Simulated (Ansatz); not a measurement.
Vibrational response of ReAu2O4

Level of theory: DFT PBE, scalar-relativistic, plane waves, PAW in Ansatz 0.2.0. Settings: 420 eV plane-wave cutoff, Γ-centred 12×12×12 mesh, Gaussian smearing of 0.10 eV. No spin polarisation. Phonons by linear response, acoustic sum rule imposed.

Relaxed structure:
```yaml
crystal:
  lattice:
    - [-1.90241, 1.90241, 7.37960]
    - [1.90241, -1.90241, 7.37960]
    - [1.90241, 1.90241, -7.37960]
  atoms:
    - { symbol: Re, position: [0.50000, 0.50000, 0.00000] }
    - { symbol: Au, position: [0.75000, 0.25000, 0.50000] }
    - { symbol: Au, position: [0.25000, 0.75000, 0.50000] }
    - { symbol: O, position: [0.37451, 0.37451, 0.00000] }
    - { symbol: O, position: [0.62549, 0.62549, 0.00000] }
    - { symbol: O, position: [0.00000, 0.50000, 0.50000] }
    - { symbol: O, position: [0.50000, 0.00000, 0.50000] }
```

The cell was found from a structure generator's guess, not taken from experiment. In a metal, frequencies depend on the k mesh and the smearing, soft modes most. Spin–orbit coupling is left out, which matters for heavy elements.

Optical modes at Γ; i marks an imaginary frequency:
```
frequency (cm⁻¹)  degeneracy
            187i           2
             75i           1
             47i           1
             32i           2
             153           2
             263           2
             328           2
             347           1
             374           1
             518           1
             613           2
             660           1
```

6 of the 18 optical modes are unstable, so the structure is a saddle point of the energy and would distort without enlarging its cell.
